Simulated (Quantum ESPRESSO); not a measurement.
Ga7InP8, finding a planted mistake in a log

Computed values, not a measurement. The program is pw.x of Quantum ESPRESSO 7.5 (plane-wave density functional theory). The cell is made up: 16 atoms on a doubled zincblende/diamond lattice, with randomly drawn elements, strain and displacements, not relaxed. PseudoDojo standard norm-conserving files (v0.5 for PBE, v0.4.1 for LDA and PBEsol) set the functional; there is no spin polarisation, spin-orbit coupling or dispersion term, and the masses in the input are unused placeholders.

Intended input:

```
&control calculation='scf', pseudo_dir='./dojo.nc.sr.pbe.v0_5.standard.upf', outdir='./o', disk_io='medium', tprnfor=.true., tstress=.true. /
&system ibrav=0, nat=16, ntyp=3, nbnd=78, ecutwfc=79.96652505, nosym=.true., tot_charge=0,
 occupations='smearing', smearing='fd', degauss=0.0018374661
/
&electrons conv_thr=7.350e-09, electron_maxstep=60, /
ATOMIC_SPECIES
Ga 1.0 Ga.upf
In 1.0 In.upf
P 1.0 P.upf
CELL_PARAMETERS angstrom
5.6327 0.0461 -0.0003
0.0461 5.5208 0.0074
-0.0005 0.0149 11.1394
ATOMIC_POSITIONS angstrom
Ga 0.0457 0.05 -0.0013
Ga -0.0105 2.7717 2.7078
Ga 2.7688 0.0329 2.7632
Ga 2.7646 2.7712 0.051
In 0.0704 -0.1027 5.5356
Ga 0.0855 2.8213 8.3369
Ga 2.7649 0.013 8.3754
Ga 2.7975 2.7248 5.5819
P 1.405 1.3685 1.2696
P 1.455 4.0996 4.2451
P 4.2346 1.5731 4.2369
P 4.2965 4.1792 1.2735
P 1.4426 1.4538 6.9036
P 1.5449 4.028 9.691
P 4.1816 1.4189 9.6887
P 4.1565 4.298 6.9298
K_POINTS automatic
4 4 2 1 1 1
```

The log is shortened where brackets say so; the opening notice, blank lines, dates and the lines on written files are dropped, and the path of the files is cut. It prints rydbergs, bohrs and kilobars, and counts compression as positive stress.

Log of the intended run:

```
     Program PWSCF v.7.5
     Parallel version (MPI & OpenMP), running on       1 processor cores
     Number of MPI processes:                 1
     Threads/MPI process:                     1
     [start-up lines left out]
     bravais-lattice index     =            0
     lattice parameter (alat)  =      10.6446  a.u.
     unit-cell volume          =    2337.4728 (a.u.)^3
     number of atoms/cell      =           16
     number of atomic types    =            3
     number of electrons       =       144.00
     number of Kohn-Sham states=           78
     kinetic-energy cutoff     =      79.9665  Ry
     charge density cutoff     =     319.8661  Ry
     scf convergence threshold =      7.3E-09
     mixing beta               =       0.7000
     number of iterations used =            8  plain     mixing
     Exchange-correlation= PBE
                           (   1   4   3   4   0   0   0)
     [axes and pseudopotential details left out]
   Cartesian axes
     site n.     atom                  positions (alat units)
         1        Ga     tau(   1) = (   0.0081131   0.0088764  -0.0002308  )
         2        Ga     tau(   2) = (  -0.0018641   0.4920566   0.4807125  )
         3        Ga     tau(   3) = (   0.4915418   0.0058407   0.4905476  )
         4        Ga     tau(   4) = (   0.4907961   0.4919678   0.0090540  )
         5        In     tau(   5) = (   0.0124980  -0.0182322   0.9827285  )
         6        Ga     tau(   6) = (   0.0151787   0.5008620   1.4800399  )
         7        Ga     tau(   7) = (   0.4908494   0.0023079   1.4868748  )
         8        Ga     tau(   8) = (   0.4966368   0.4837305   0.9909480  )
         9        P      tau(   9) = (   0.2494280   0.2429482   0.2253906  )
        10        P      tau(  10) = (   0.2583044   0.7277971   0.7536275  )
        11        P      tau(  11) = (   0.7517635   0.2792706   0.7521718  )
        12        P      tau(  12) = (   0.7627525   0.7419284   0.2260829  )
        13        P      tau(  13) = (   0.2561031   0.2580914   1.2255879  )
        14        P      tau(  14) = (   0.2742643   0.7150860   1.7204317  )
        15        P      tau(  15) = (   0.7423545   0.2518956   1.7200233  )
        16        P      tau(  16) = (   0.7378985   0.7630188   1.2302391  )
     number of k points=    16  Fermi-Dirac smearing, width (Ry)=  0.0018
                       cart. coord. in units 2pi/alat
        k(    1) = (   0.1239770   0.1263334   0.1262547), wk =   0.1250000
        k(    2) = (   0.1239607   0.1266724  -0.1265820), wk =   0.1250000
     [further k points left out]
     Dense  grid:   225795 G-vectors     FFT dimensions: (  64,  60, 120)
     Estimated max dynamical RAM per process >     437.09 MB
     Initial potential from superposition of free atoms
     starting charge     143.9763, renormalised to     144.0000
     Starting wfcs are  104 randomized atomic wfcs
     total cpu time spent up to now is       34.2 secs
     per-process dynamical memory:   258.7 Mb
     Self-consistent Calculation
     iteration #  1     ecut=    79.97 Ry     beta= 0.70
     Davidson diagonalization with overlap
     ethr =  1.00E-02,  avg # of iterations =  3.3
     Threshold (ethr) on eigenvalues was too large:
     Diagonalizing with lowered threshold
     Davidson diagonalization with overlap
     ethr =  4.35E-04,  avg # of iterations =  2.0
     total cpu time spent up to now is      194.0 secs
     total energy              =   -1314.48127202 Ry
     estimated scf accuracy    <       0.64091781 Ry
     iteration #  2     ecut=    79.97 Ry     beta= 0.70
     Davidson diagonalization with overlap
     ethr =  4.45E-04,  avg # of iterations =  5.8
     total cpu time spent up to now is      292.4 secs
     total energy              =   -1314.56632984 Ry
     estimated scf accuracy    <       0.35457342 Ry
     [iterations 3 to 11 left out]
     iteration # 12     ecut=    79.97 Ry     beta= 0.70
     Davidson diagonalization with overlap
     ethr =  2.94E-10,  avg # of iterations =  2.0
     total cpu time spent up to now is     1349.6 secs
     total energy              =   -1314.67846038 Ry
     estimated scf accuracy    <       0.00000001 Ry
     iteration # 13     ecut=    79.97 Ry     beta= 0.70
     Davidson diagonalization with overlap
     ethr =  1.03E-11,  avg # of iterations =  5.0
     total cpu time spent up to now is     1478.1 secs
     End of self-consistent calculation
     [lines on levels left out]
!    total energy              =   -1314.67846038 Ry
     estimated scf accuracy    <          6.1E-09 Ry
     smearing contrib. (-TS)   =      -0.00000000 Ry
     internal energy E=F+TS    =   -1314.67846038 Ry
     The total energy is F=E-TS. E is the sum of the following terms:
     one-electron contribution =    -604.19215052 Ry
     hartree contribution      =     409.21663270 Ry
     xc contribution           =    -366.12347054 Ry
     ewald contribution        =    -753.57947202 Ry
     convergence has been achieved in  13 iterations
     Forces acting on atoms (cartesian axes, Ry/au):
     atom    1 type  1   force =    -0.02360989   -0.02962645   -0.05790927
     atom    2 type  1   force =     0.00571088    0.00273663    0.01382947
     atom    3 type  1   force =     0.02513861    0.00098668    0.01253305
     atom    4 type  1   force =     0.05157381   -0.00790129   -0.02386638
     atom    5 type  2   force =    -0.05313140    0.07444485    0.02812625
     atom    6 type  1   force =    -0.04542347   -0.01104343   -0.01667683
     atom    7 type  1   force =     0.00664074    0.01964818   -0.00731817
     atom    8 type  1   force =     0.02419386    0.03837535    0.01529735
     atom    9 type  3   force =    -0.00072550    0.00766275    0.05997049
     atom   10 type  3   force =     0.05586229   -0.05371257   -0.11347899
     atom   11 type  3   force =    -0.00383147   -0.03790707   -0.06250042
     atom   12 type  3   force =    -0.01929473    0.01046904    0.02933484
     atom   13 type  3   force =    -0.00123831   -0.01045674    0.05241281
     atom   14 type  3   force =    -0.03878906    0.05551293    0.01880508
     atom   15 type  3   force =     0.02420567    0.00843896    0.01766628
     atom   16 type  3   force =    -0.00728202   -0.06762784    0.03377445
     Total force =     0.259366     Total SCF correction =     0.000394
     Computing stress (Cartesian axis) and pressure
          total   stress  (Ry/bohr**3)                   (kbar)     P=        8.54
   0.00002434  -0.00005291  -0.00008473            3.58       -7.78      -12.46
  -0.00005291   0.00009655   0.00001280           -7.78       14.20        1.88
  -0.00008473   0.00001280   0.00005324          -12.46        1.88        7.83
     init_run     :     30.77s CPU     34.01s WALL (       1 calls)
     electrons    :   1403.44s CPU   1444.02s WALL (       1 calls)
     forces       :     15.33s CPU     15.57s WALL (       1 calls)
     stress       :     50.95s CPU     53.02s WALL (       1 calls)
     [timing details left out]
     PWSCF        :  25m 0.82s CPU  25m49.34s WALL
     JOB DONE.
```

A second run was made from an input with one planted mistake. Its log:

```
     Program PWSCF v.7.5
     Parallel version (MPI & OpenMP), running on       4 processor cores
     Number of MPI processes:                 4
     Threads/MPI process:                     1
     [start-up lines left out]
     bravais-lattice index     =            0
     lattice parameter (alat)  =      10.6446  a.u.
     unit-cell volume          =    2337.4728 (a.u.)^3
     number of atoms/cell      =           16
     number of atomic types    =            3
     number of electrons       =       144.00
     number of Kohn-Sham states=           78
     kinetic-energy cutoff     =      79.9665  Ry
     charge density cutoff     =     319.8661  Ry
     scf convergence threshold =      7.3E-09
     mixing beta               =       0.7000
     number of iterations used =            8  plain     mixing
     Exchange-correlation= PBE
                           (   1   4   3   4   0   0   0)
     [axes and pseudopotential details left out]
   Cartesian axes
     site n.     atom                  positions (alat units)
         1        Ga     tau(   1) = (   0.0081131   0.0088764  -0.0002308  )
         2        P      tau(   2) = (  -0.0018641   0.4920566   0.4807125  )
         3        Ga     tau(   3) = (   0.4915418   0.0058407   0.4905476  )
         4        Ga     tau(   4) = (   0.4907961   0.4919678   0.0090540  )
         5        In     tau(   5) = (   0.0124980  -0.0182322   0.9827285  )
         6        Ga     tau(   6) = (   0.0151787   0.5008620   1.4800399  )
         7        Ga     tau(   7) = (   0.4908494   0.0023079   1.4868748  )
         8        Ga     tau(   8) = (   0.4966368   0.4837305   0.9909480  )
         9        P      tau(   9) = (   0.2494280   0.2429482   0.2253906  )
        10        P      tau(  10) = (   0.2583044   0.7277971   0.7536275  )
        11        P      tau(  11) = (   0.7517635   0.2792706   0.7521718  )
        12        P      tau(  12) = (   0.7627525   0.7419284   0.2260829  )
        13        P      tau(  13) = (   0.2561031   0.2580914   1.2255879  )
        14        Ga     tau(  14) = (   0.2742643   0.7150860   1.7204317  )
        15        P      tau(  15) = (   0.7423545   0.2518956   1.7200233  )
        16        P      tau(  16) = (   0.7378985   0.7630188   1.2302391  )
     number of k points=    16  Fermi-Dirac smearing, width (Ry)=  0.0018
                       cart. coord. in units 2pi/alat
        k(    1) = (   0.1239770   0.1263334   0.1262547), wk =   0.1250000
        k(    2) = (   0.1239607   0.1266724  -0.1265820), wk =   0.1250000
     [further k points left out]
     Dense  grid:   225795 G-vectors     FFT dimensions: (  64,  60, 120)
     Estimated max dynamical RAM per process >     571.47 MB
     Estimated total dynamical RAM >       2.07 GB
     Initial potential from superposition of free atoms
     starting charge     143.9763, renormalised to     144.0000
     Starting wfcs are  104 randomized atomic wfcs
     total cpu time spent up to now is        5.8 secs
     per-process dynamical memory:   395.4 Mb
     Self-consistent Calculation
     iteration #  1     ecut=    79.97 Ry     beta= 0.70
     Davidson diagonalization with overlap
     ethr =  1.00E-02,  avg # of iterations =  3.8
     Threshold (ethr) on eigenvalues was too large:
     Diagonalizing with lowered threshold
     Davidson diagonalization with overlap
     ethr =  6.96E-04,  avg # of iterations =  2.1
     total cpu time spent up to now is       24.1 secs
     total energy              =   -1313.84615363 Ry
     estimated scf accuracy    <       1.01059367 Ry
     iteration #  2     ecut=    79.97 Ry     beta= 0.70
     Davidson diagonalization with overlap
     ethr =  7.02E-04,  avg # of iterations =  8.1
     total cpu time spent up to now is       37.5 secs
     total energy              =   -1311.20587378 Ry
     estimated scf accuracy    <      35.63109345 Ry
     [iterations 3 to 12 left out]
     iteration # 13     ecut=    79.97 Ry     beta= 0.70
     Davidson diagonalization with overlap
     ethr =  6.39E-11,  avg # of iterations =  4.7
     total cpu time spent up to now is      144.5 secs
     total energy              =   -1314.38359471 Ry
     estimated scf accuracy    <       0.00000002 Ry
     iteration # 14     ecut=    79.97 Ry     beta= 0.70
     Davidson diagonalization with overlap
     ethr =  1.30E-11,  avg # of iterations =  2.8
     total cpu time spent up to now is      153.0 secs
     End of self-consistent calculation
     [lines on levels left out]
!    total energy              =   -1314.38359471 Ry
     estimated scf accuracy    <          2.0E-09 Ry
     smearing contrib. (-TS)   =      -0.00034587 Ry
     internal energy E=F+TS    =   -1314.38324884 Ry
     The total energy is F=E-TS. E is the sum of the following terms:
     one-electron contribution =    -680.01175472 Ry
     hartree contribution      =     447.60631293 Ry
     xc contribution           =    -365.92594572 Ry
     ewald contribution        =    -716.05186133 Ry
     convergence has been achieved in  14 iterations
     Forces acting on atoms (cartesian axes, Ry/au):
     atom    1 type  1   force =    -0.01578129   -0.01690020   -0.04904971
     atom    2 type  3   force =     0.00077388    0.01773456    0.01673948
     atom    3 type  1   force =     0.01323753   -0.00296003    0.00643169
     atom    4 type  1   force =     0.04509968   -0.01158357   -0.00951094
     atom    5 type  2   force =    -0.04414438    0.06697385    0.03761487
     atom    6 type  1   force =    -0.05189931   -0.01284341   -0.02075253
     atom    7 type  1   force =     0.00266375    0.02748184   -0.01162937
     atom    8 type  1   force =     0.01500486    0.04129647    0.02839798
     atom    9 type  3   force =    -0.00289252   -0.00641883    0.06097350
     atom   10 type  3   force =     0.05065937   -0.05140169   -0.11411991
     atom   11 type  3   force =     0.00481536   -0.02525316   -0.07583526
     atom   12 type  3   force =    -0.00816701   -0.00602474    0.05430527
     atom   13 type  3   force =     0.00770718   -0.01033526    0.03417075
     atom   14 type  1   force =    -0.01969044    0.04504160    0.01192147
     atom   15 type  3   force =     0.01737898    0.00656880    0.01625113
     atom   16 type  3   force =    -0.01476563   -0.06137622    0.01409158
     Total force =     0.246863     Total SCF correction =     0.000251
     Computing stress (Cartesian axis) and pressure
          total   stress  (Ry/bohr**3)                   (kbar)     P=       24.87
   0.00012062  -0.00003054  -0.00011130           17.74       -4.49      -16.37
  -0.00003054   0.00018499   0.00002580           -4.49       27.21        3.80
  -0.00011130   0.00002580   0.00020166          -16.37        3.80       29.67
     init_run     :      5.56s CPU      5.73s WALL (       1 calls)
     electrons    :    145.39s CPU    147.27s WALL (       1 calls)
     forces       :      1.93s CPU      1.97s WALL (       1 calls)
     stress       :      5.78s CPU      5.92s WALL (       1 calls)
     [timing details left out]
     PWSCF        :   2m38.77s CPU   2m41.06s WALL
     JOB DONE.
```

Question: what was wrong in the second input?

Answer: two atoms have their elements exchanged. The input lines that differ, file-writing options aside:

```
- Ga -0.0105 2.7717 2.7078
+ P -0.0105 2.7717 2.7078
- P 1.5449 4.028 9.691
+ Ga 1.5449 4.028 9.691
```

```
                                            intended run  run with the mistake
                          free energy (eV)    -17887.112            -17883.100
                    smearing term -TS (eV)        0.0000               -0.0047
                            pressure (GPa)          0.85                  2.49
            largest force component (eV/Å)         2.918                 2.934
largest change of a force component (eV/Å)                               0.642
                                iterations            13                    14
```

For scale, a rerun of the intended cell at a cutoff of 1377 eV and k mesh 6 x 6 x 4 moved values by no more than 0.021 eV in energy, 0.03 GPa in stress and 0.003 eV/Å in force.